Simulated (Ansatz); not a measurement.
With DFT-r²SCAN in the program Ansatz with PAW potentials, In$_{2}$TeO$_{2}$ in the trigonal phase (P-3m1; In on 2d, Te on 1b, O on 2d) relaxes to a = 3.796 Å, c = 7.039 Å. Te has 6 nearest neighbours from 3.08 Å (octahedral); O has 4 nearest neighbours from 2.20 Å (tetrahedral). Against the elements it lies at -1.09 eV/atom, with no fitted shifts.

Electronic character: metallic (no gap).

The bulk modulus is 99.5 GPa. Bader charges are In +1.60, Te -0.66, O -1.27 e.

The start of the workflow was typed in or built on a structure type; neither database checked (COD, Materials Project) lists it. Whether it is the stable phase at ambient conditions was not checked. Symmetry was held in the r²SCAN relaxation; whether a distortion lowers the energy is not shown. The references are the lowest solids computed at this level, not always the standard phases (solids in place of the gases). Scalar-relativistic: spin–orbit coupling is off unless named, which matters more the heavier the elements.

Potentials: the later of the program's two PAW sets.
